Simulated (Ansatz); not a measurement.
Is this SnGeTe₂ structure a true minimum?

The cell was found from a structure generator's guess, not taken from experiment.

Theory: DFT PBE, scalar-relativistic, plane waves, PAW (Ansatz 0.2.0). Settings: cutoff 420 eV, Γ-centred mesh 10×10×8 on the computed 4-atom cell, Gaussian smearing of 0.10 eV; no spin polarisation.

The cell below (4 atoms, space group P4/mmm (No. 123)) is relaxed within its symmetry.

```
Sn Ge Te
1.0
     4.40293    0.00000    0.00000
     0.00000    4.40293    0.00000
     0.00000    0.00000    6.22418
Sn Ge Te
1 1 2
Direct
  0.50000 0.50000 0.50000
  0.00000 0.00000 0.00000
  0.00000 0.00000 0.50000
  0.50000 0.50000 0.00000
```

For the test a repeat of it with 8 atoms (edges 4.40, 4.40, 12.45 Å) was strained at random (σ = 1.5 % a component), the atoms were moved at random (σ = 0.15 Å), and all was relaxed again on a coarse 6×6×2 mesh (in the run’s order of axes) with 0.20 eV smearing, with no symmetry imposed.

Spin–orbit coupling, which can matter for Te, is left out.

Problem. Does it come back?

Solution. It doesn't return. The energy falls by 22 meV/atom on that mesh, the volume changes by 3.6 %, and the end has space group Pm (No. 6) at a loose tolerance. Relaxed again on an 8×8×6 mesh with 0.01 eV smearing, the new structure lies 22 meV/atom below the first (mesh in the axes of the run's cell; the cell below is made exact in the group named). Space group Pm (No. 6), monoclinic, a = 4.543 Å, b = 4.374 Å, c = 6.318 Å, β = 92.3°. Around Sn lie 6 Te at 3.07–3.25 Å; around Ge lie 3 Te at 2.85–2.88 Å and 3 Te at 3.46–3.50 Å; Te on its first site has 1 Ge at 2.85 Å, 4 Sn at 3.07–3.25 Å and 1 Ge at 3.50 Å; Te on its second site has 2 Ge at 2.88 Å, 2 Sn at 3.08–3.25 Å and 2 Ge at 3.46 Å.

```xyz
4
Lattice="4.5428 0.0000 0.0000 0.0000 4.3736 0.0000 -0.2551 0.0000 6.3128" Properties=species:S:1:pos:R:3 pbc="T T T"
Sn    2.1804    0.0000    3.1230
Ge   -0.0281    2.1868    6.1485
Te    4.3271    2.1868    3.3068
Te    2.0960    0.0000    0.0474
```
